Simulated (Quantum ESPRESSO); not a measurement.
```yaml
crystal:
  lattice:
    - [4.05000, 0.00000, 0.00000]
    - [0.00000, 4.05000, 0.00000]
    - [0.00000, 0.00000, 4.05000]
  atoms:
    - { symbol: K, position: [0.00000, 0.00000, 0.00000] }
    - { symbol: Zn, position: [0.50000, 0.50000, 0.50000] }
    - { symbol: F, position: [0.50000, 0.50000, 0.00000] }
    - { symbol: F, position: [0.00000, 0.50000, 0.50000] }
    - { symbol: F, position: [0.50000, 0.00000, 0.50000] }
```
The cell was made here from an entry of the Crystallography Open Database (unchecked): atoms relaxed with PBE in the measured cell (PBE without dispersion, pw.x of a modified build of Quantum ESPRESSO, symmetry kept).  Stability against distortions was not tested.

A lattice sum over point charges, one formal value an element (K +1, Zn +2, F -1), with no Sternheimer factor, costs far less than a self-consistent run. Taken along the main axis of each site's self-consistent tensor, it gives:

| site | V along that axis, point charges (a.u.) |
|---|---|
| F (atoms 3, 4, 5) | 0.096 |

**Question.** How do the values of a PBE PAW density (pw.x of Quantum ESPRESSO, JTH datasets) with the all-electron reconstruction of Petrilli and co-workers compare?

**Answer.** 
```
site  Vzz, PAW (a.u.)  PAW over point charges
----  ---------------  ----------------------
F               1.039                      11
```
  Cores are frozen. Against all-electron runs on small test molecules, this scheme's |Vzz| missed by −6 to +4 % (−29 % in KF) on F.
